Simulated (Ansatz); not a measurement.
CrN in space group Pmmn (No. 59; Cr on 2a, N on 2b) at seven volumes, plane-wave PAW PBEsol (Ansatz code), shape and atoms relaxed at each. One row is withheld.

```csv
V (Å³/atom),P (GPa)
7.614,31.77
7.864,19.48
8.115,8.98
8.366,0.00
8.617,-7.68
8.868,?
9.119,-19.85
```

Fit the shown pressures and predict the withheld one.

Third-order Birch–Murnaghan: P = (3/2)B₀(x^(7/2) − x^(5/2))[1 + (3/4)(B′ − 4)(x − 1)] with x = (V₀/V)^(2/3). Least squares on the six rows gives V₀ = 8.366 Å³/atom, B₀ = 276.3 GPa, B′ = 4.23. At V = 8.868, x = 0.9619 and P = -14.24 GPa. The run itself gave -14.25 GPa.

The first step of the workflow began from a Materials Project structure, measured or hypothetical; the Crystallography Open Database copy checked does not list it. COD files the formula under space group No. 225. Whether it is the stable phase at ambient conditions was not checked. Symmetry was held in the PBEsol relaxation, as lowered by the spin order; whether a distortion lowers the energy is not shown. The final state is antiferromagnetic, chosen from 5 collinear starts compared on coarse meshes (ties went to the first, and starts can fall back to one state), not a proven ground state. No Hubbard U is applied.

Potentials: the later of the program's two PAW sets.
